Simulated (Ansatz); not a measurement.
Ba$_{2}$CuHgO$_{4}$ in space group P4/mmm (No. 123; Pearson symbol tP8) at seven volumes, PBEsol (plane waves, PAW; program Ansatz), shape and atoms relaxed at each. One row is withheld.

| V (Å³/atom) | P (GPa) |
|---|---|
| 16.125 | ? |
| 16.656 | 4.86 |
| 17.188 | 2.28 |
| 17.720 | 0.00 |
| 18.251 | -1.97 |
| 18.783 | -3.68 |
| 19.314 | -5.13 |

Q: Fit the shown pressures and predict the withheld one.

A: P = (3/2)B₀(x^(7/2) − x^(5/2))[1 + (3/4)(B′ − 4)(x − 1)] with x = (V₀/V)^(2/3). Least squares on the six rows gives V₀ = 17.720 Å³/atom, B₀ = 70.1 GPa, B′ = 3.73. At V = 16.125, x = 1.0649 and P = 7.88 GPa. The run itself gave 7.53 GPa.

The workflow started from a Materials Project entry (that database holds measured and hypothetical structures alike); the Crystallography Open Database copy checked does not list it. Whether it is the stable phase at ambient conditions was not checked. Symmetry was held in the PBEsol relaxation; of distortions, only those at the zone centre were tested. No spin polarisation was allowed. No Hubbard U is applied. Spin–orbit coupling is left out wherever it is not named.

Potentials: the later of the program's two PAW sets.
